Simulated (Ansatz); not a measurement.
Relaxation path: fcc Ni (100), 6 layers

DFT, PBE, PAW with Ansatz's default frozen-core files, scalar-relativistic (Ansatz 0.2.0); a Γ-centred 16×16×1 k mesh, Fermi–Dirac smearing of 0.1 eV, spin-polarised from start moments Ni1 1, Ni2 1, Ni3 1, Ni4 1, Ni5 1, Ni6 1 μB. The run relaxes the atoms in the fixed cell.

Command: `ansatz run input.yaml --threads 3 --pin off --max-ram 9216MiB --backend cpu --events-out ev --progress --plain --runs-dir out` It took 4.7 min on 3 threads of Arm Neoverse V1, with other jobs on the host, peak memory 0.94 GiB.

```yaml
crystal:
  lattice:
    - [2.4893883482, 0.0, 0.0]
    - [0.0, 2.4893883482, 0.0]
    - [0.0, 0.0, 24.8013]
  atoms:
    - { symbol: Ni, position: [0.25, 0.25, 0.3225633957], spin: 1.0 }
    - { symbol: Ni, position: [0.75, 0.75, 0.3935380374], spin: 1.0 }
    - { symbol: Ni, position: [0.25, 0.25, 0.4645126791], spin: 1.0 }
    - { symbol: Ni, position: [0.75, 0.75, 0.5354873209], spin: 1.0 }
    - { symbol: Ni, position: [0.25, 0.25, 0.6064619626], spin: 1.0 }
    - { symbol: Ni, position: [0.75, 0.75, 0.6774366043], spin: 1.0 }
magnetization:
  spin_polarized: true
kpoints:
  mp_grid: { grid: [16, 16, 1] }
scf:
  occupations: { method: fermi_dirac, width: 0.1 }
hamiltonian:
  xc: pbe
  pseudopotentials: { kind: paw }
output:
  forces: true
  stress: true
  eigenvalues: true
relax:
  f_tol: 0.01
  max_steps: 40
efield:
  axis: 3
  amplitude: 0
  dipole_correction: true
```

Each step lists its free energy a cell above the last geometry, and Cartesian positions (Å) with forces (eV/Å).

The first step:

```
step 1  dF = 22.13 meV
  Ni 0.6223 0.6223 8.0000   0.0000 0.0000 0.3251
  Ni 1.8670 1.8670 9.7603   0.0000 0.0000 -0.3633
  Ni 0.6223 0.6223 11.5205   0.0000 0.0000 0.0213
  Ni 1.8670 1.8670 13.2808   0.0000 0.0000 -0.0212
  Ni 0.6223 0.6223 15.0410   0.0000 0.0000 0.3634
  Ni 1.8670 1.8670 16.8013   0.0000 0.0000 -0.3253
```

The magnetic state is the one reached from the start moments; other orders weren't searched.

**Question.** Where does the relaxation end, and by which steps?

**Answer.** After 4 geometries, with a shortest distance of 2.444 Å and a cell moment of 3.97 μB. The further steps:
```
step 2  dF = 9.11 meV
  Ni 0.6223 0.6223 8.0202   0.0000 0.0000 0.2114
  Ni 1.8670 1.8670 9.7566   0.0000 0.0000 -0.2458
  Ni 0.6223 0.6223 11.5198   0.0000 0.0000 0.0287
  Ni 1.8670 1.8670 13.2815   0.0000 0.0000 -0.0287
  Ni 0.6223 0.6223 15.0447   0.0000 0.0000 0.2458
  Ni 1.8670 1.8670 16.7811   0.0000 0.0000 -0.2114
step 3  dF = 0.04 meV
  Ni 0.6223 0.6223 8.0525   0.0000 0.0000 -0.0151
  Ni 1.8670 1.8670 9.7458   0.0000 0.0000 0.0154
  Ni 0.6223 0.6223 11.5203   0.0000 0.0000 0.0018
  Ni 1.8670 1.8670 13.2810   0.0000 0.0000 -0.0016
  Ni 0.6223 0.6223 15.0555   0.0000 0.0000 -0.0154
  Ni 1.8670 1.8670 16.7488   0.0000 0.0000 0.0150
step 4  dF = 0.00 meV
  Ni 0.6223 0.6223 8.0503   0.0000 0.0000 0.0003
  Ni 1.8670 1.8670 9.7462   0.0000 0.0000 0.0003
  Ni 0.6223 0.6223 11.5204   0.0000 0.0000 0.0000
  Ni 1.8670 1.8670 13.2809   0.0000 0.0000 -0.0001
  Ni 0.6223 0.6223 15.0551   0.0000 0.0000 -0.0003
  Ni 1.8670 1.8670 16.7510   0.0000 0.0000 -0.0002
```
